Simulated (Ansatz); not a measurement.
KZnF3:
```cif
data_F3KZn
_chemical_formula_sum 'K1 Zn1 F3'
_space_group_name_H-M_alt 'P 1'
_space_group_IT_number 1
_cell_length_a 4.04634
_cell_length_b 4.04634
_cell_length_c 4.04634
_cell_angle_alpha 90.000
_cell_angle_beta 90.000
_cell_angle_gamma 90.000
loop_
_space_group_symop_operation_xyz
  'x, y, z'
loop_
_atom_site_label
_atom_site_type_symbol
_atom_site_fract_x
_atom_site_fract_y
_atom_site_fract_z
_atom_site_occupancy
K1 K 0.00000 0.00000 0.00000 1
Zn1 Zn 0.50000 0.50000 0.50000 1
F1 F 0.50000 0.50000 0.00000 1
F2 F 0.00000 0.50000 0.50000 1
F3 F 0.50000 0.00000 0.50000 1
```

Relaxed with r²SCAN.

Question: Which orbitals make up the states near the band edges in the program Ansatz at the r²SCAN level (PAW)?

Answer: Top 1 eV of the valence band: F 2p 56 %, Zn 3d 42 %. Bottom 1 eV of the conduction band: Zn 4s 45 %, K 4s 30 %, F 2s 18 %, F 2p 5 %. Projections are on Löwdin-orthogonalised atomic valence shells; empty p or d shells of many metals are not among them.

Question: Tabulate the density of states.

Answer: States/eV per cell of 5 atoms, in 0.25 eV bins, energy from the valence-band maximum.

| E (eV) | total | F 2p | Zn 3d | Zn 4s |
|---|---|---|---|---|
| -7.85 | 0.00 | 0.00 | 0.00 | 0.00 |
| -7.60 | 0.00 | 0.00 | 0.00 | 0.00 |
| -7.35 | 0.00 | 0.00 | 0.00 | 0.00 |
| -7.10 | 0.00 | 0.00 | 0.00 | 0.00 |
| -6.85 | 0.00 | 0.00 | 0.00 | 0.00 |
| -6.60 | 0.00 | 0.00 | 0.00 | 0.00 |
| -6.35 | 0.00 | 0.00 | 0.00 | 0.00 |
| -6.10 | 0.35 | 0.27 | 0.01 | 0.07 |
| -5.85 | 1.65 | 1.17 | 0.21 | 0.25 |
| -5.60 | 3.05 | 1.93 | 0.78 | 0.30 |
| -5.35 | 3.33 | 1.75 | 1.44 | 0.12 |
| -5.10 | 3.57 | 1.88 | 1.59 | 0.06 |
| -4.85 | 3.22 | 1.95 | 1.17 | 0.05 |
| -4.60 | 3.17 | 1.98 | 1.10 | 0.03 |
| -4.35 | 7.95 | 4.86 | 2.89 | 0.03 |
| -4.10 | 8.16 | 4.06 | 3.95 | 0.01 |
| -3.85 | 7.45 | 2.24 | 5.14 | 0.01 |
| -3.60 | 4.61 | 1.03 | 3.55 | 0.01 |
| -3.35 | 1.51 | 0.11 | 1.39 | 0.00 |
| -3.10 | 0.30 | 0.03 | 0.27 | 0.00 |
| -2.85 | 3.51 | 1.70 | 1.68 | 0.00 |
| -2.60 | 5.56 | 4.04 | 1.32 | 0.01 |
| -2.35 | 9.31 | 7.13 | 1.90 | 0.06 |
| -2.10 | 16.74 | 12.18 | 4.29 | 0.04 |
| -1.85 | 15.47 | 12.71 | 2.62 | 0.01 |
| -1.60 | 3.51 | 2.96 | 0.51 | 0.01 |
| -1.35 | 1.96 | 1.15 | 0.75 | 0.03 |
| -1.10 | 1.61 | 0.89 | 0.68 | 0.02 |
| -0.85 | 1.63 | 0.90 | 0.69 | 0.01 |
| -0.60 | 1.56 | 0.87 | 0.67 | 0.01 |
| -0.35 | 1.57 | 0.89 | 0.67 | 0.00 |
| -0.10 | 1.26 | 0.72 | 0.53 | 0.00 |
| 0.15 | 0.00 | 0.00 | 0.00 | 0.00 |
| 0.40 | 0.00 | 0.00 | 0.00 | 0.00 |
| 0.65 | 0.00 | 0.00 | 0.00 | 0.00 |
| 0.90 | 0.00 | 0.00 | 0.00 | 0.00 |
| 1.15 | 0.00 | 0.00 | 0.00 | 0.00 |
| 1.40 | 0.00 | 0.00 | 0.00 | 0.00 |
| 1.65 | 0.00 | 0.00 | 0.00 | 0.00 |
| 1.90 | 0.00 | 0.00 | 0.00 | 0.00 |
| 2.15 | 0.00 | 0.00 | 0.00 | 0.00 |
| 2.40 | 0.00 | 0.00 | 0.00 | 0.00 |
| 2.65 | 0.00 | 0.00 | 0.00 | 0.00 |
| 2.90 | 0.00 | 0.00 | 0.00 | 0.00 |
| 3.15 | 0.00 | 0.00 | 0.00 | 0.00 |
| 3.40 | 0.00 | 0.00 | 0.00 | 0.00 |
| 3.65 | 0.00 | 0.00 | 0.00 | 0.00 |
| 3.90 | 0.00 | 0.00 | 0.00 | 0.00 |
| 4.15 | 0.00 | 0.00 | 0.00 | 0.00 |
| 4.40 | 0.00 | 0.00 | 0.00 | 0.00 |
| 4.65 | 0.00 | 0.00 | 0.00 | 0.00 |
| 4.90 | 0.06 | 0.00 | 0.00 | 0.03 |
| 5.15 | 0.10 | 0.00 | 0.00 | 0.05 |
| 5.40 | 0.15 | 0.01 | 0.00 | 0.07 |
| 5.65 | 0.19 | 0.01 | 0.00 | 0.08 |
| 5.90 | 0.23 | 0.02 | 0.00 | 0.10 |
| 6.15 | 0.27 | 0.03 | 0.00 | 0.12 |
| 6.40 | 0.32 | 0.04 | 0.00 | 0.15 |
| 6.65 | 0.38 | 0.04 | 0.00 | 0.18 |
| 6.90 | 0.44 | 0.06 | 0.00 | 0.23 |
| 7.15 | 0.57 | 0.07 | 0.00 | 0.31 |
| 7.40 | 0.75 | 0.10 | 0.00 | 0.44 |
| 7.65 | 0.79 | 0.11 | 0.00 | 0.48 |
| 7.90 | 0.77 | 0.11 | 0.00 | 0.47 |
| 8.15 | 0.77 | 0.11 | 0.00 | 0.47 |
| 8.40 | 0.76 | 0.11 | 0.00 | 0.46 |
| 8.65 | 0.78 | 0.11 | 0.00 | 0.45 |
| 8.90 | 0.52 | 0.06 | 0.00 | 0.25 |
| 9.15 | 0.24 | 0.02 | 0.00 | 0.04 |
| 9.40 | 0.75 | 0.03 | 0.00 | 0.04 |

Space group Pm-3m (cubic perovskite). Symmetry was held in the r²SCAN relaxation; phonons on a q-mesh show no instability.

Potentials: the later of the program's two PAW sets.
